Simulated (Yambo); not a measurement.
A G0W0@LDA run in Yambo for Au2S (space group Pn-3m, No. 224) (2×2×2 Γ-centred k mesh, bands 17 to 286 and a 8 Ry block in the screening, 286 bands in G with the Bruneval-Gonze terminator, plasmon pole fitted at 27.2 eV) gives these matrix elements, in eV, at the band edges (Γ → Γ):

```
state               E0    <Vxc>     <Σx>  <Σc(E0)>      Z
---------------  -----  -------  -------  --------  -----
valence edge     0.000  -18.169  -21.212     2.515  0.802
conduction edge  1.996   -9.305   -5.656    -3.322  0.829
```

**Question.** Solve the linearised quasiparticle equation for both states, give the gap, and say how exchange and correlation each act on it.

**Answer.** E = E0 + Z(Σx + Σc − Vxc). Valence: 0.000 + 0.802 × (-21.212 + (2.515) − (-18.169)) = -0.42 eV. Conduction: 1.996 + 0.829 × (-5.656 + (-3.322) − (-9.305)) = 2.27 eV. The gap is 2.69 eV, against 2.00 eV in LDA. Replacing Vxc by bare exchange alone would open it by 6.69 eV; correlation takes back 5.84 eV of that, and Z scales what is left. Nearest settings tried, and what they do to the gap: 225 bands in W, 225 bands in G: +14 meV; 6 Ry block (257 vectors against 437): -52 meV; 1×1×1 mesh: -393 meV. So the settings aren't converged at that level. The k mesh is coarse. Without spin-orbit coupling, band edges of such heavy elements can be off by tenths of an eV.

Geometry of the Materials Project entry, not relaxed at this level; primitive cell a = 5.2740 Å, b = 5.2740 Å, c = 5.2740 Å, α = 90.00°, β = 90.00°, γ = 90.00°.
